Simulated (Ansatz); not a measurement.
Computed properties of LuSi₂

LuSi2:
```xyz
3
Lattice="4.0478 0.0000 0.0000 -2.0239 3.5055 0.0000 0.0000 0.0000 3.7878" Properties=species:S:1:pos:R:3 pbc="T T T"
Lu     0.0000     0.0000     0.0000
Si     0.0000     2.3370     1.8939
Si     2.0239     1.1685     1.8939
```

Space group P6/mmm (No. 191); conventional cell a = b = 4.048 Å, c = 3.788 Å, α = β = 90.00°, γ = 120.00°.

Method: DFT-r²SCAN in the program Ansatz with PAW potentials. Structure relaxed to zero pressure with the same functional. Other levels are named where they apply.

Cell and energy:

```
Quantity                                                       Value
-----------------------------------------------------  -------------
Volume per atom                                             17.92 Å³
Density                                                   7.14 g/cm³
Formation energy from the elements (no fitted shifts)  -437 meV/atom
```

Electronic structure:

```
Property                                                                    Result
------------------------------------  --------------------------------------------
Electronic character                                             metallic (no gap)
Density of states at the Fermi level  0.63 states/eV per atom (mean over ±0.08 eV)
Gap with spin–orbit coupling                                       none (metallic)
```

Mechanics:

```
Item                                   Value
----------------------------------  --------
Bulk modulus (Birch–Murnaghan fit)  91.9 GPa
Pressure derivative B′                   4.1
```

Charges:

```
Property                      Value
-------------  --------------------
Bader charges  Lu +1.59, Si -0.80 e
```

The workflow started from an entry of the Crystallography Open Database (COD). Whether it is the stable phase at ambient conditions was not checked. The cell was relaxed with r²SCAN under the symmetry of its start; whether a distortion lowers the energy is not shown. The references are the lowest solids computed at this level, not always the standard phases. Scalar-relativistic: spin–orbit coupling is off unless named, which matters more the heavier the elements.

Potentials: the later of the program's two PAW sets.
